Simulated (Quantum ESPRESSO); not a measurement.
## Al3SiN3C (a curve over one atom's position)

A calculation, not a measurement. The program is pw.x of Quantum ESPRESSO 7.5 (plane-wave density functional theory). The cell is made up: 8 atoms on a zincblende/diamond lattice, with randomly drawn elements, strain and displacements, not relaxed. PseudoDojo standard norm-conserving files (v0.5 for PBE, v0.4.1 for LDA and PBEsol) set the functional; there is no spin polarisation, spin-orbit coupling or dispersion term, and the masses in the input are unused placeholders.

Seven runs move atom 8 (C, counted in the order of the input) along z and keep all else fixed.

Input of the run at +0.0089:

```
&control calculation='scf', pseudo_dir='./dojo.nc.sr.pbe.v0_5.standard.upf', outdir='./o', disk_io='medium', tprnfor=.true., tstress=.true. /
&system ibrav=0, nat=8, ntyp=4, nbnd=22, ecutwfc=84.00895049, nosym=.true., tot_charge=0,
 occupations='smearing', smearing='fd', degauss=0.0018374661
/
&electrons conv_thr=7.350e-09, electron_maxstep=60, /
ATOMIC_SPECIES
Al 1.0 Al.upf
C 1.0 C.upf
N 1.0 N.upf
Si 1.0 Si.upf
CELL_PARAMETERS angstrom
4.3015 0.0106 -0.0021
0.0106 4.4269 0.021
-0.0021 0.021 4.3631
ATOMIC_POSITIONS angstrom
Al 0.0518 -0.0079 0.0015
Al -0.0477 2.3049 2.1649
Al 2.1994 -0.0481 2.1483
Si 2.0287 2.247 -0.1828
N 1.1412 1.1564 1.1812
N 1.2093 3.3714 3.3169
N 3.1616 1.0682 3.1818
C 3.1615 3.2928 1.0029
K_POINTS automatic
4 4 4 1 1 1
```

| shift of atom 8 along z (Å) | free energy less that of the input shown (eV) | Fx on atom 8 (eV/Å) | Fy on atom 8 (eV/Å) | Fz on atom 8 (eV/Å) | pressure (GPa) | next band up at Gamma (eV) | iterations |
| --- | --- | --- | --- | --- | --- | --- | --- |
| -0.1226 | -0.0396 | -0.274 | -1.155 | 1.229 | 8.28 | 1.001 | 13 |
| -0.1049 | -0.0578 | -0.253 | -1.133 | 0.827 | 8.26 | 1.016 | 13 |
| +0.0089 | 0.0000 | -0.090 | -0.990 | -1.873 | 8.75 | 1.074 | 11 |
| +0.0397 | 0.0693 | -0.039 | -0.954 | -2.630 | 9.06 | 1.072 | 11 |
| +0.0786 | 0.1904 | 0.027 | -0.913 | -3.596 | 9.56 | 1.056 | 11 |
| +0.1041 | 0.2902 | 0.072 | -0.889 | -4.233 | 9.96 | 1.040 | 11 |
| +0.1222 | 0.3709 | 0.104 | -0.874 | -4.686 | 10.28 | 1.026 | 11 |

A cubic fit gives dFz/dz = -24.36 eV/Å² at zero shift. Across the table the free energy follows the integral of the force to within 0.1 meV. A rerun of one of the cells at 1437 eV and a 6 x 6 x 6 mesh moved values by no more than 0.003 eV in energy, 0.02 GPa in stress and 0.002 eV/Å in force. The band column is the level of band 17 at Gamma less that of band 16, whose number is half the electron count, rounded up; it comes from a band step after each run.